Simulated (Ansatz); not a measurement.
HfSi:
```cif
data_Hf4Si4
_chemical_formula_sum 'Si4 Hf4'
_space_group_name_H-M_alt 'Pnma'
_space_group_IT_number 62
_space_group_name_Hall '-P 2ac 2n'
_cell_length_a 6.77034
_cell_length_b 3.72620
_cell_length_c 5.16356
_cell_angle_alpha 90.000
_cell_angle_beta 90.000
_cell_angle_gamma 90.000
loop_
_space_group_symop_operation_xyz
  'x, y, z'
  '-x, -y, -z'
  '-x+1/2, -y, z+1/2'
  'x+1/2, y, -z+1/2'
  'x+1/2, -y+1/2, -z+1/2'
  '-x+1/2, y+1/2, z+1/2'
  '-x, y+1/2, -z'
  'x, -y+1/2, z'
loop_
_atom_site_label
_atom_site_type_symbol
_atom_site_symmetry_multiplicity
_atom_site_Wyckoff_symbol
_atom_site_fract_x
_atom_site_fract_y
_atom_site_fract_z
_atom_site_occupancy
Si1 Si 4 c 0.04331 0.25000 0.64044 1
Hf1 Hf 4 c 0.17545 0.25000 0.12636 1
```

This is the LDA-relaxed structure.

### Question
All from LDA (plane waves, PAW; program Ansatz), unless another level is named. Estimate the highest zone-centre frequency.

### Answer
416 cm⁻¹.

### Question
Give the bulk modulus (Birch–Murnaghan fit).

### Answer
166 GPa.

The workflow started from an entry of the Crystallography Open Database (COD). Whether it is the stable phase at ambient conditions was not checked. The cell was relaxed with LDA under the symmetry of its start; of distortions, only those at the zone centre were tested. No spin polarisation was allowed. As this level gives no gap, phonon frequencies hold no LO–TO term and depend on the k-mesh and smearing (Fermi–Dirac, 0.1 eV here). Spin–orbit coupling is left out wherever it is not named.

Potentials: the later of the program's two PAW sets.
